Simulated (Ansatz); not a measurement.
Method: Ansatz 0.2.0, DFT PBE, scalar-relativistic, plane waves, PAW. All cells share a 420 eV cutoff and Γ-centred k meshes spaced at most about 0.3 Å⁻¹ (about 0.25 or finer for metals, 2π included). Collinear spin in cells that started with moments and kept them past the coarse steps, no spin elsewhere.

These are static total energies at zero pressure. All come from trial cells, and lower structures may exist.

Question: These unrelaxed guesses for Sc3Al2 are each relaxed within their symmetry. Order them by the energy at which they end, lowest first.
A.

```
Sc Al
1.0
     2.92791    0.00000    0.00000
    -1.46395    2.53564    0.00000
     0.00000    0.00000   23.32993
Sc Al
6 4
Direct
  0.33333 0.66667 0.50000
  0.66667 0.33333 0.00000
  0.66667 0.33333 0.20000
  0.66667 0.33333 0.40000
  0.66667 0.33333 0.60000
  0.66667 0.33333 0.80000
  0.33333 0.66667 0.90000
  0.33333 0.66667 0.10000
  0.33333 0.66667 0.30000
  0.33333 0.66667 0.70000
```

B.

```
Sc Al
1.0
     7.31977   -2.53564    0.00000
     7.31977    2.53564    0.00000
     0.00000    0.00000    4.66599
Sc Al
6 4
Direct
  0.83333 0.16667 0.25000
  0.43333 0.76667 0.25000
  0.23333 0.56667 0.25000
  0.16667 0.83333 0.75000
  0.76667 0.43333 0.75000
  0.56667 0.23333 0.75000
  0.03333 0.36667 0.25000
  0.63333 0.96667 0.25000
  0.36667 0.03333 0.75000
  0.96667 0.63333 0.75000
```

C.

```
Sc Al
1.0
     0.00000    2.16384   10.00282
     2.00056    0.00000   10.00282
     2.00056    2.16384    0.00000
Sc Al
3 2
Direct
  0.70000 0.70000 0.30000
  0.50000 0.50000 0.50000
  0.30000 0.30000 0.70000
  0.10000 0.10000 0.90000
  0.90000 0.90000 0.10000
```

Answer: C (ends in I4/mmm, 0 meV/atom), A (ends in P-6m2, 219 meV/atom), B (ends in Cmcm, 232 meV/atom).

For metals, differences of a few meV/atom aren't resolved. Another magnetic order may lie lower. Cells relaxed within their symmetry can be saddle points. Some structure types and database cells were kept out of the candidates from the start, so a known form may be missing.
